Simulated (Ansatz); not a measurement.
Input:

Sb (A7 type, space group R-3m)

```xyz
2
Lattice="2.1608 1.2475 3.6797 -2.1608 1.2475 3.6797 0.0000 -2.4951 3.6797" Properties=species:S:1:pos:R:3 pbc="T T T"
Sb     0.0000     0.0000     2.6095
Sb     0.0000     0.0000     8.4295
```

The volume is varied about the relaxed value V₀ at fixed cell shape. The atoms relax within the cell's symmetry.

Method: PBE-D3(BJ) (plane waves to 420 eV, PAW, scalar-relativistic; Ansatz, a quantum-chemistry and plane-wave program). k mesh 13×13×13 (Γ-centred), Fermi-Dirac smearing 0.05 eV. Energies are smeared free energies. Stress and pressure are positive under compression. With the shape held, the modulus is that of even scaling; a crystal free to change shape is softer. Sb was relaxed with its symmetry unable to fall. Spin-orbit coupling is left out, though Sb is heavy. The PAW data are Ansatz's earlier set. ΔE is measured from the relaxed starting cell.

The scan covers V/V₀ from 0.940 to 1.060 in 9 points.

Q: What bulk modulus at fixed cell shape B₀ follows from a third-order Birch-Murnaghan fit?

A: 46.2 GPa.

Q: What is the fitted pressure derivative B₀′?

A: 3.9.

(Under strain, the slope of the energy per volume gives the stress and its curvature an elastic modulus.)
